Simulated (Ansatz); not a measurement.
Values for one crystal, relaxed and computed with r²SCAN (plane waves, PAW; program Ansatz); other levels are named.

```yaml
volume_per_atom: 14.08 Å³
band_gap: 3.50 eV (direct)
Formation energy from the elements (no fitted shifts): -2.77 eV/atom
valence_band_maximum: at Γ
conduction_band_minimum: at Γ
```

**Question.** Which of these materials gives this?
(A) LaInO3, Pnma (La on 4c, In on 4b, O on 4c, O on 8d)
(B) Ba2YOsO6, I4/mmm (Pearson symbol tI20)
(C) SrI2, Pnma (Sr on 4c, I on 4c, I on 4c)
(D) HfO2, P4_2/nmc (Hf on 2a, O on 4d)

**Answer.** A, LaInO3, Pnma (La on 4c, In on 4b, O on 4c, O on 8d)

The workflow started from a Materials Project entry (that database holds measured and hypothetical structures alike); the Crystallography Open Database files this formula in space group No. 62, but the cells were not matched. Its standing as an ambient phase is unchecked. The r²SCAN relaxation kept the symmetry of its start; whether a distortion lowers the energy is not shown. The references are the lowest solids computed at this level, not always the standard phases (solids in place of the gases). Spin–orbit coupling is left out wherever it is not named.

Potentials: the later of the program's two PAW sets.
